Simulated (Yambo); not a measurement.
G0W0@PBEsol for NaCoO2 (space group P6_3/mmc, No. 194) in Yambo. Reference settings: 6×6×1 Γ-centred k mesh, bands 11 to 161 and a 8 Ry block in the screening, 161 bands in G with the Bruneval-Gonze terminator, plasmon pole fitted at 27.2 eV. The PBEsol gap (0, 0.167, 0) → (0, 0.333, 0) on this mesh is 0.83 eV; G0W0 gaps are taken between the same points.

The settings were changed. The gap went from 1.68 eV to 1.68 eV, and the shift of the valence edge from 0.16 eV to 0.38 eV.

Task: Name the change that produced these shifts.
A. no random integration
B. no terminator
C. 1 Ry block
D. 86 bands in W

Result: B, no terminator. The others gave (gap, valence shift): 1 Ry block: 4.88, -2.03 eV; 86 bands in W: 1.67, 0.24 eV; no random integration: 1.64, 0.27 eV.

Geometry of the Materials Project entry, not relaxed at this level; primitive cell a = b = 2.8772 Å, c = 10.3899 Å, α = β = 90.00°, γ = 120.00°.

The structure is a Materials Project entry; no match was found in the copy of COD used, and its stability was not checked.

The runs are not spin-polarised; magnetic order was not tried.

A shift is the quasiparticle energy of the state minus its PBEsol energy.
